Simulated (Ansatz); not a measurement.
# Sn$_{3}$Se (Fm-3m), an elastic constant from a strain scan

These are results of DFT r2SCAN, scalar-relativistic, plane waves, PAW in Ansatz, not measurements. The runs took a 500 eV cutoff, a Γ-centred 12×12×12 mesh and Gaussian smearing (0.15 eV). No spin polarisation. Energies are free energies at this smearing, counted from the undisturbed cell; pressure is positive in compression.

Zero of the scan (relaxed at this level; with this scan's settings it stands at 0.1 GPa; it needn't be the usual structure):

```
Sn Se
1.0
     0.00000    3.70576    3.70576
     3.70576    0.00000    3.70576
     3.70576    3.70576    0.00000
Sn Se
3 1
Direct
  0.25000 0.25000 0.25000
  0.75000 0.75000 0.75000
  0.50000 0.50000 0.50000
  0.00000 0.00000 0.00000
```

The cell is strained by ε times the Voigt pattern (0, 0, 0, 1, 0, 0) (xx, yy, zz, yz, xz, xy; engineering shear) with fractional coordinates fixed. The cell holds 4 atoms in V0 = 101.78 Å³. The stress column is τ = (1/V0) dE/dε, got from the stress tensor σ (compression positive) at each point as −det(1 + εP) σ : P(1 + εP)⁻¹, with P the pattern as a tensor.

| ε | ΔE (meV/atom) | τ (GPa) |
| --- | --- | --- |
| -0.0175 | 0.140 | -0.105 |
| -0.0150 | 0.101 | -0.088 |
| -0.0100 | 0.044 | -0.057 |
| -0.0050 | 0.011 | -0.028 |
| 0.0000 | 0.000 | 0.000 |
| 0.0050 | 0.011 | 0.028 |
| 0.0100 | 0.044 | 0.057 |
| 0.0150 | 0.101 | 0.088 |
| 0.0175 | 0.140 | 0.105 |
| 0.0200 | ? | ? |

Problem. Which combination of elastic constants does this scan measure, and how large is it?

Solution. For small ε, τ = τ0 + Kε with K = pᵀCp, which for this pattern is C44 in the cubic axes. The parabola through τ at ε = -0.0050, 0 and 0.0050 has slope K = 5.5 GPa at zero. The energies per cell, E = NΔE, of the wider pair ε = ±0.0175 give K = 2[E(ε₊)/ε₊ − E(ε₋)/ε₋]/[(ε₊ − ε₋)V0] = 5.7 GPa, in agreement. These are clamped-ion values.

Problem. Predict the withheld row at ε = 0.0200 from the harmonic law, and compare.

Solution. ΔE = V0(τ0 ε + Kε²/2)/N = 0.175 meV/atom and τ = 0.11 GPa. The calculation gives 0.185 meV/atom and 0.12 GPa, a miss of 0.01 meV/atom at most, so the harmonic law still holds here.

Forces appear on the atoms along this scan, and letting them relax would lower the energy and soften the response. In a metal these slopes depend on the k mesh and the smearing.

Cost: 6 runs of about 21 core-minutes in all, on Intel Xeon Processor @ 2.50GHz (Skylake/Cascade Lake) (shared hosts).